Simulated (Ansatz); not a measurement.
Li3Au in space group Fm-3m (No. 225; Li on 8c, Li on 4b, Au on 4a) at seven volumes, r²SCAN in the plane-wave PAW code Ansatz, scaled uniformly. One row is withheld.

```json
[
 {"V (Å³/atom)": "13.926", "P (GPa)": "4.18"},
 {"V (Å³/atom)": "14.385", "P (GPa)": "2.57"},
 {"V (Å³/atom)": "14.844", "P (GPa)": "1.19"},
 {"V (Å³/atom)": "15.303", "P (GPa)": "0.01"},
 {"V (Å³/atom)": "15.762", "P (GPa)": "-1.00"},
 {"V (Å³/atom)": "16.221", "P (GPa)": "?"},
 {"V (Å³/atom)": "16.680", "P (GPa)": "-2.62"}
]
```

Problem. Fit the shown pressures and predict the withheld one.

Solution. Third-order Birch–Murnaghan: P = (3/2)B₀(x^(7/2) − x^(5/2))[1 + (3/4)(B′ − 4)(x − 1)] with x = (V₀/V)^(2/3). Least squares on the six rows gives V₀ = 15.308 Å³/atom, B₀ = 36.38 GPa, B′ = 4.11. At V = 16.221, x = 0.9621 and P = -1.87 GPa. The run itself gave -1.87 GPa.

The workflow started from an entry of the Crystallography Open Database (COD). Its standing as an ambient phase is unchecked. Symmetry was held in the r²SCAN relaxation; its stability against distortions is not shown here. Spin–orbit coupling is left out wherever it is not named.

Potentials: the later of the program's two PAW sets.
